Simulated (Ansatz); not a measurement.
CoSi₂ (fluorite or antifluorite type, Fm-3m) under volume change, r²SCAN (plane waves, PAW; program Ansatz), scaled uniformly.

```
V (Å³/atom)  E − E(relaxed) (meV/atom)  P (GPa)
-----------  -------------------------  -------
11.386                            73.8    22.87
11.761                               …        …
12.136                             7.3     6.40
12.512                             0.0    -0.01
12.887                             6.6    -5.46
13.262                               …        …
13.638                            53.2   -13.94
```

Task: Fill in the missing entries.

Result: 
- 13.262, E − E(relaxed) (meV/atom): 24.9
- 13.262, P (GPa): -10.06
- 11.761, E − E(relaxed) (meV/atom): 30.9
- 11.761, P (GPa): 13.96

Task: What does a third-order Birch–Murnaghan fit give for V₀, B₀ and B′?

Result: V₀ = 12.51 Å³/atom, B₀ = 196 GPa, B′ = 4.5.

Symmetry was held in the r²SCAN relaxation; of distortions, only those at the zone centre were tested. The workflow began spin-polarised and lost its moments.

Potentials: the later of the program's two PAW sets.
